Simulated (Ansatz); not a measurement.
Te (trigonal Se type, P3_121), the program Ansatz at the r²SCAN+D4 level (PAW). The conduction-band minimum lies at H, with 2 equivalent valleys. Second derivatives d²E/dk² of the lowest band at one valley (eV·Å²), along Cartesian directions:

```json
[
 {"direction": "[100]", "d²E/dk²": "96.10"},
 {"direction": "[010]", "d²E/dk²": "96.10"},
 {"direction": "[001]", "d²E/dk²": "98.91"},
 {"direction": "[110]", "d²E/dk²": "96.10"},
 {"direction": "[101]", "d²E/dk²": "97.40"},
 {"direction": "[011]", "d²E/dk²": "97.49"}
]
```

Question: Find the principal effective masses, the density-of-states mass and the conductivity mass.

Answer: Off-diagonal terms follow from H_xy = H[110] − (H_xx + H_yy)/2, and m*/mₑ = 7.620 eV·Å² over each eigenvalue: 0.077, 0.079, 0.079. One valley's DOS mass (m₁m₂m₃)^(1/3) = 0.079, conductivity mass 3/(Σ 1/mᵢ) = 0.079 mₑ.

Question: What effective density of states Nc follows at 300 K for parabolic valleys?

Answer: Nc = 2.509e19 × 2 × (0.079)^(3/2) ≈ 1.1e18 cm⁻³.

The r²SCAN+D4 relaxation kept the symmetry of its start; phonons on a q-mesh show no instability. Spin–orbit coupling is left out wherever it is not named.

Potentials: the later of the program's two PAW sets.

Edges and masses are those of Kohn–Sham bands, whose gap is no quasiparticle gap.
